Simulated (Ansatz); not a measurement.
Space group Pm-3m (No. 221). a = 3.648 Å, b = 3.648 Å, c = 3.648 Å, α = 90.00°, β = 90.00°, γ = 90.00°
```json
{"atom": "Ga", "site": "1a", "symmetry": "m-3m", "x": "0.0000", "y": "0.0000", "z": "0.0000"}
{"atom": "Cu", "site": "3c", "symmetry": "4/mm.m", "x": "0.5000", "y": "0.0000", "z": "0.5000"}
```

Equation of state of this GaCu3 structure (not necessarily the ground state), with shape and atoms relaxed at each volume where symmetry leaves them free. It has no gap at any of these volumes. Method: DFT r2SCAN, scalar-relativistic, plane waves, PAW in Ansatz 0.2.0.

Cutoff 500 eV; k points 12×12×12 on the computed 4-atom cell (Γ-centred); Gaussian smearing, width 0.10 eV; no spin polarisation.

```
V (Å³/atom) E − E(largest V) (meV/atom) P (GPa)
     11.407                         5.01    10.78
     11.771                       -12.62     4.91
     12.135                       -18.05     0.00
     12.499                       -13.28    -4.09
     12.863                         0.00    -7.51
```

Fit a third-order Birch–Murnaghan equation to E(V).

V0 = 12.14 Å³/atom, B0 = 149 GPa, B0' = 5.0.

Cost: 5 runs of about 2.9 core-minutes in all, on Intel Xeon Platinum 8488C (Sapphire Rapids) (shared hosts).